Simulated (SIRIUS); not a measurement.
SIRIUS run on TaN (P-62m, 6 atoms in the cell; from Materials Project mp-1279, changed as shown): self-consistent single point.

All values come from this method and carry its errors: LDA (PW92), PseudoDojo 0.4 standard norm-conserving LDA (tails mended) pseudopotentials (plane waves; SIRIUS 7.12.0).

The change in words: volume scaled by 0.98. Reference geometry (P-62m):
```yaml
crystal:
  lattice:
    - [5.20850, 0.00000, 0.00000]
    - [-2.60425, 4.51069, 0.00000]
    - [0.00000, 0.00000, 2.91475]
  atoms:
    - { symbol: Ta, position: [0.00000, 0.00000, 0.00000] }
    - { symbol: Ta, position: [0.33333, 0.66667, 0.50000] }
    - { symbol: Ta, position: [0.66667, 0.33333, 0.50000] }
    - { symbol: N, position: [0.39239, 0.00000, 0.00000] }
    - { symbol: N, position: [0.60761, 0.60761, 0.00000] }
    - { symbol: N, position: [0.00000, 0.39239, 0.00000] }
```

Reference input (self-consistent single point, DFT, LDA (PW92), plane waves, PseudoDojo 0.4 standard norm-conserving LDA (tails mended) pseudopotentials): parameters.ngridk = 5 5 8; parameters.xc_functionals = [XC_LDA_X, XC_LDA_C_PW]; parameters.gk_cutoff = 9.165 1/bohr; parameters.pw_cutoff = 18.331 1/bohr; parameters.smearing = gaussian; parameters.smearing_width = 0.00183747 Ha; potentials = PseudoDojo 0.4 standard norm-conserving LDA (tails mended) pseudopotentials; parameters.electronic_structure_method = pseudopotential; parameters.num_bands = 32; parameters.num_mag_dims = 0; parameters.num_dft_iter = 100; parameters.energy_tol = 1e-07 Ha. This run's input differs from it in these lines:

```diff
@@ -32,5 +32,5 @@
     "lattice_vectors": [
-      [9.8426385201, 0.0, 0.0],
-      [-4.9213192601, 8.5239744023, 0.0],
-      [0.0, 0.0, 5.5080792218]
+      [9.7765755845, 0.0, 0.0],
+      [-4.8882868474, 8.4667610541, 0.0],
+      [0.0, 0.0, 5.4711086199]
     ],
@@ -45,9 +45,9 @@
         [0.0, 0.0, 0.0],
-        [-2.6043e-06, 3.0071301702, 1.457375],
-        [2.6042526042, 1.5035628298, 1.457375]
+        [-2.2534e-06, 2.9869461601, 1.447593],
+        [2.5867732534, 1.4934708399, 1.447593]
       ],
       "N": [
-        [2.043763315, 0.0, 0.0],
-        [1.5823683425, 2.7407421737, 0.0],
-        [-1.0218816575, 1.7699508263, 0.0]
+        [2.030045753, 0.0, 0.0],
+        [1.5717479273, 2.7223461734, 0.0],
+        [-1.0150226803, 1.7580708266, 0.0]
       ]
```

Output (repeated stretches shortened):

```
[find] density tolerance         : 1e-06
[find] total energy tolerance    : 1e-07
[find] iter_solver_tol (initial) : 0.01
[find] iter_solver_tol (target)  : 1e-13
[find] num_dft_iter              : 100
Charges and magnetic moments
--------------------------------------------------------------------------------
total charge          : 54.000000
[find] | SCF iteration   0 out of 100|
[diagonalize] iterative solver tolerance (occupied, empty): 0.01 0.01
[diagonalize] average number of iterations: 2
[find] Charges and magnetic moments
[find] total charge          : 54.000000
[find] Energy
[find] smearing (-TS)                 :      -0.00009266
   [... lines left out ...]

[find] Charges and magnetic moments
[find] total charge          : 54.000000
[find] Energy
[find] smearing (-TS)                 :      -0.00010075
[find] Total energy                   :    -226.90062367 (Ha),    -453.80124733 (Ry)
[find] Free energy (E-TS)             :    -226.90072442 (Ha),    -453.80144884 (Ry)
[find] band gap (eV)                  :       0.00000000
[find] Efermi                         :       0.72554007
[find] iteration : 27, RMS (target) : 5.5782e-07 (1.0000e-06) , energy difference (target) : 1.8850e-09 (1.0000e-07)
[find] bands are converged : true
[find] iterative solver converged : false
[find] converged after 28 SCF iterations!
[find] Charges and magnetic moments
[find] total charge          : 54.000000
[find] Energy
[find] smearing (-TS)                 :      -0.00010075
[find] Total energy                   :    -226.90062367 (Ha),    -453.80124733 (Ry)
[find] Free energy (E-TS)             :    -226.90072442 (Ha),    -453.80144884 (Ry)
[find] band gap (eV)                  :       0.00000000
[find] Efermi                         :       0.72554007
[ground_state] === stress tensor components [kbar] ===
[ground_state] === stress_total ===
[ground_state]    70.491689   -0.000008    0.000000
[ground_state]    -0.000008   70.491718    0.000000
[ground_state]     0.000000    0.000000   93.638246
[ground_state] ==== total Forces in Ha/bohr =====
[ground_state] atom:    0, force:       0.0000000      0.0000000      0.0000000
[ground_state] atom:    1, force:      -0.0000000      0.0000000      0.0000000
[ground_state] atom:    2, force:       0.0000000      0.0000000      0.0000000
[ground_state] atom:    3, force:      -0.0000543      0.0000000     -0.0000000
[ground_state] atom:    4, force:       0.0000271      0.0000470      0.0000000
[ground_state] atom:    5, force:       0.0000271     -0.0000470     -0.0000000
```

The run converged in 28 iterations. SIRIUS prints the stress tensor with tension positive. Against the reference run the free energy goes down by 15.6 meV/atom, the pressure goes from -13.98 to -7.82 GPa and the largest force goes from 0.088 to 0.003 eV/Å.

The structure comes from a collection of computed structures, made at another level of theory; the collection holds predicted forms beside known ones. No clean gap shows at this smearing width and mesh (spacing up to 0.28 Å⁻¹); the mesh is coarse for partly filled bands, so the values carry mesh errors.

Cost on one core: very roughly 110 core-seconds.

“Tails mended”: in these copies of the files the far tail of each local potential was reset to the Coulomb form.
